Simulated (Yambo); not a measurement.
G0W0@PBEsol for TlGaSe₂ (space group I4/mcm, No. 140) in Yambo. Reference settings: 2×2×2 Γ-centred k mesh, bands 21 to 338 and a 7 Ry block in the screening, 338 bands in G with the Bruneval-Gonze terminator, plasmon pole fitted at 27.2 eV. The PBEsol gap M → M on this mesh is 0.31 eV; G0W0 gaps are taken between the same points.

```json
[
 {"change from the reference": "reference settings", "G0W0 gap M → M (eV)": "1.20", "shift of the valence edge (eV)": "-0.95"},
 {"change from the reference": "226 bands in G, no terminator", "G0W0 gap M → M (eV)": "1.13", "shift of the valence edge (eV)": "-0.73"},
 {"change from the reference": "142 bands in W, 142 bands in G", "G0W0 gap M → M (eV)": "1.16", "shift of the valence edge (eV)": "-0.67"},
 {"change from the reference": "3 Ry block", "G0W0 gap M → M (eV)": "1.03", "shift of the valence edge (eV)": "-0.75"},
 {"change from the reference": "142 bands in G", "G0W0 gap M → M (eV)": "1.19", "shift of the valence edge (eV)": "-0.87"},
 {"change from the reference": "142 bands in G, no terminator", "G0W0 gap M → M (eV)": "…", "shift of the valence edge (eV)": "-0.45"},
 {"change from the reference": "no terminator", "G0W0 gap M → M (eV)": "1.16", "shift of the valence edge (eV)": "-0.86"},
 {"change from the reference": "226 bands in W, 226 bands in G", "G0W0 gap M → M (eV)": "1.19", "shift of the valence edge (eV)": "-0.86"}
]
```

Problem. Estimate the withheld gaps from the other rows; the computed values follow.

Solution. 
- 142 bands in G, no terminator, G0W0 gap M → M (eV): 1.06

The reference isn't shown to be the converged limit.

The standard potentials for Ga, Se, Tl keep a d shell in the valence without the s and p states of that shell. In tests on such compounds this moved G0W0 gaps by up to about 0.9 eV, so absolute quasiparticle energies here are unreliable; differences between settings are what counts.

Spin-orbit coupling is not included.

Geometry relaxed with PBE+D3(BJ); primitive cell a = b = c = 6.5049 Å, α = β = 104.19°, γ = 120.63°.

The structure is a Materials Project entry; no match was found in the copy of COD used, and its stability was not checked.

A shift is the quasiparticle energy of the state minus its PBEsol energy.
